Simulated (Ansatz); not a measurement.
AgI (wurtzite, P6_3mc), PBE (plane waves, PAW; program Ansatz). The conduction-band minimum lies at Γ, with 1 equivalent valley. Second derivatives d²E/dk² of the lowest band at one valley (eV·Å²), along Cartesian directions:

| direction | d²E/dk² |
|---|---|
| [100] | 41.86 |
| [010] | 41.86 |
| [001] | 44.74 |
| [110] | 41.86 |
| [101] | 43.31 |
| [011] | 43.31 |

**Question.** Find the principal effective masses, the density-of-states mass and the conductivity mass.

**Answer.** Off-diagonal terms follow from H_xy = H[110] − (H_xx + H_yy)/2, and m*/mₑ = 7.620 eV·Å² over each eigenvalue: 0.17, 0.18, 0.18. One valley's DOS mass (m₁m₂m₃)^(1/3) = 0.18, conductivity mass 3/(Σ 1/mᵢ) = 0.18 mₑ.

**Question.** What effective density of states Nc follows at 300 K for parabolic valleys?

**Answer.** Nc = 2.509e19 × 1 × (0.18)^(3/2) ≈ 1.9e18 cm⁻³.

The cell was relaxed with PBE under the symmetry of its start. The run is not spin-polarised. Scalar-relativistic: spin–orbit coupling is off unless named, which matters more the heavier the elements.

Potentials: the later of the program's two PAW sets.

Edges and masses are those of Kohn–Sham bands, whose gap is no quasiparticle gap.
